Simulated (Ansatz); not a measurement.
ScPd3N (anti-perovskite, Pm-3m), the program Ansatz at the PBE level (PAW), all energies at zero smearing, with the estimated change up to a 700 eV cutoff added, with one set of potentials and settings (totals compare only within such a set). Cell of 5 atoms (1 Sc, 3 Pd, 1 N): -23439.425 eV.

```
element                reference phase  E (eV/atom)
-------  -----------------------------  -----------
Sc       P6_3/mmc, 2 atoms in the cell   -2135.8097
Pd          Fm-3m, 1 atoms in the cell   -6972.8544
N            Pa-3, 8 atoms in the cell    -384.0325
```

Formation energy per atom, worked out: (-23439.425 − 1×(-2135.8097) − 3×(-6972.8544) − 1×(-384.0325))/5 = -0.204 eV/atom (-20 kJ per mol of atoms), at 0 K, without zero-point energy or fitted corrections.

The start of the workflow was typed in or built on a structure type; neither database checked (COD, Materials Project) lists it. Whether it is the stable phase at ambient conditions was not checked. The cell was relaxed with PBE under the symmetry of its start; its stability against distortions is not shown here. No spin polarisation was allowed. The references are the lowest solids computed at this level, not always the standard phases (solids in place of the gases).

Potentials: the later of the program's two PAW sets.
